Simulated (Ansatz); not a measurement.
The slice is one period of a (1 -1 0 0) plane through atoms; its size isn't given.

The numbers are results of PBE (plane waves to 420 eV, PAW, scalar-relativistic; Ansatz, an electronic-structure program), not measurements. Inside the PAW spheres the values are not all-electron values, and peaks at nuclei hang on which shells count as valence.

```
|@@@@%%##++--..          ..--++##%%@@|
|%%%%##**==--..          ..--==**##%%|
|####**++--::              ::--++**##|
|++++==--::..              ..::--==++|
|----::::..                  ..::::--|
|......                          ....|
|                                    |
|                                    |
|                                    |
|                                    |
|              ..........            |
|            ..::::::::::..          |
|          ....::------::....        |
|          ....::------::....        |
|          ....::------::....        |
|            ..::::::::::..          |
|              ..........            |
|                                    |
|                                    |
|                                    |
|                                    |
|......                          ....|
|----::::..                  ..::::--|
|++++==--::..              ..::--==++|
|####**++--::              ::--++**##|
|%%%%##**==--..          ..--==**##%%|
|@@@@%%##++--..          ..--++##%%@@|
|@@@@%%##++--..          ..--++##%%@@|
```
Scale: ten equal steps from -0.77 (start of ' ') to 1.55 (end of '@'), in the order ' .:-=+*#%@'. Values: log₁₀ of the valence density in e/Å³. The map has 18 points along u (two characters each, u = 0 at the left) and 28 along v (v = 0 in the bottom row). The scale is logarithmic, as a density can span decades between atoms and voids.

```
|xxxxxx99773300001122110000337799xxxx|
|xxxx998866220000112211000022668899xx|
|999988773311000022332200001133778899|
|887766331100001133443311000011336677|
|443322110000112244554422110000112233|
|111100000011223344444433221100000011|
|111111111122223333333333222211111111|
|333333333322221111111111222233333333|
|666655443322110000000000112233445566|
|887766552211000000000000001122556677|
|888866442200000000000000000022446688|
|888866331100000011221100000011336688|
|888866331100001122332211000011336688|
|888866331100002233333322000011336688|
|888866331100001122332211000011336688|
|888866331100000011221100000011336688|
|888866442200000000000000000022446688|
|887766552211000000000000001122556677|
|666655443322110000000000112233445566|
|333333333322221111111111222233333333|
|111111111122223333333333222211111111|
|111100000011223344444433221100000011|
|443322110000112244554422110000112233|
|887766331100001133443311000011336677|
|999988773311000022332200001133778899|
|xxxx998866220000112211000022668899xx|
|xxxxxx99773300001122110000337799xxxx|
|xxxxxx99884400001122110000448899xxxx|
```
Scale: ten equal steps from 0.13 (start of '0') to 0.83 (end of '9'), in the order '0123456789'. Values: electron localisation function (ELF). The map has 18 points along u (two characters each, u = 0 at the left) and 28 along v (v = 0 in the bottom row). Points within 0.5 Å of a nucleus are blanked (x), as the pseudised field means little there.

Q: Which relaxed crystal do these maps come from?
A. Ti (hcp, Mg type)
B. Hf (hcp, Mg type)
C. Lu (hcp, Mg type)

A: B, Hf (hcp, Mg type). Atoms on the slice: Hf at (0.00, 0.00)

All were relaxed with their symmetry unable to fall. Hf is run without spin polarisation. Lu is run without spin polarisation. Spin-orbit coupling is left out. Ti is run without spin polarisation.
